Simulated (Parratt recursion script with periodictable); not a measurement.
Peak EUV reflectivity of a Si/Mo multilayer on Si against the number of periods

| layer, from the top | thickness (Å) | density (g/cm³) | rms roughness of its top face (Å) | δ at 13.5 nm | β at 13.5 nm |
|---|---|---|---|---|---|
| Si (in each period) | 43.9 | 2.313 | 3 | 9.927 × 10⁻⁴ | 0.001813 |
| Mo (in each period) | 23.6 | 10.026 | 3 | 0.07476 | 0.006314 |
| Si (substrate) | – | 2.313 | 3 | 9.927 × 10⁻⁴ | 0.001813 |

The refractive index is n = 1 − δ + iβ; the runs take δ and β at each wavelength of the scan. Vacuum lies above.

Densities are inputs, not measurements. They were set from computed cells of the Materials Project: Si from entry mp-149 (Fd-3m, 2.313 g/cm³); Mo from entry mp-129 (Im-3m, 10.026 g/cm³). A layer's crystal structure does not enter its constants, only its composition and density.

Method: EUV and soft X-ray reflectivity, Parratt recursion, Névot-Croce roughness, Henke tables (Parratt recursion script with periodictable 1.7.1).

Light falls along the surface normal, where s and p polarisation coincide. The wavelength is scanned from 12.42 to 14.58 nm in 161 evenly spaced points, without smoothing. The peak is the highest scan point; its wavelength and height come from a parabola through R at that point and its two neighbours.

The runs differ in the number of periods N alone.

| N | peak λ (nm) | peak R (%) |
|---|---|---|
| 15 | 13.216 | ? |
| 25 | 13.227 | 61.9 |
| 30 | 13.235 | 66.7 |
| 120 | 13.261 | 73.0 |

### Question
Estimate the peak reflectivity for N = 15, trying the form R = R∞ tanh²(aN + b).

### Answer
Take R∞ from the largest stack, 73.0 % at N = 120. For the shown rows under 97 % of it, y = artanh[(R/R∞)^½] is 1.595 at N = 25, 1.896 at N = 30. The line through them has a = 0.0602 and b = 0.090. This form gives tanh²y = 1.000 at N = 120, in keeping with the choice of R∞. At N = 15, y = 0.993 and R = 73.0 × tanh²y = 42.0 %.

The run gave 41.7 %, so the form misses by 0.3 points.
